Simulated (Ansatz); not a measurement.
Ti$_{5}$Ge$_{3}$:
Space group P6₃/mcm (No. 193); a = 7.4978 Å, b = 7.4978 Å, c = 5.1465 Å, α = 90.00°, β = 90.00°, γ = 120.00°

| atom | site | symmetry | x | y | z |
|---|---|---|---|---|---|
| Ge | 6g | m2m | 0.3899 | 0.3899 | 0.2500 |
| Ti | 4d | 3.2 | 0.3333 | 0.6667 | 0.0000 |
| Ti | 6g | m2m | 0.2503 | 0.2503 | 0.7500 |

Relaxed at zero pressure with DFT-PBEsol in the program Ansatz with PAW potentials.

The volume is raised by 9 % and shape and atoms relax at that volume. What pressure results, and how do the axes share the change?

-10.1 GPa; a 2.7 %, b 2.7 %, c 3.4 %; the energy rises by 48 meV/atom.

Give the new structure.


Space group P6₃/mcm (No. 193); a = 7.697 Å, b = 7.697 Å, c = 5.323 Å, α = 90.00°, β = 90.00°, γ = 120.00°

| atom | site | symmetry | x | y | z |
|---|---|---|---|---|---|
| Ge | 6g | m2m | 0.3876 | 0.3876 | 0.2500 |
| Ti | 4d | 3.2 | 0.3333 | 0.6667 | 0.0000 |
| Ti | 6g | m2m | 0.2561 | 0.2561 | 0.7500 |

The phase is kept; no other phase was compared at this pressure.

Space group P6_3/mcm. The workflow started from an entry of the Crystallography Open Database (COD). Whether it is the stable phase at ambient conditions was not checked. The PBEsol relaxation kept the symmetry of its start; whether a distortion lowers the energy is not shown. No spin polarisation was allowed.

Potentials: the later of the program's two PAW sets.
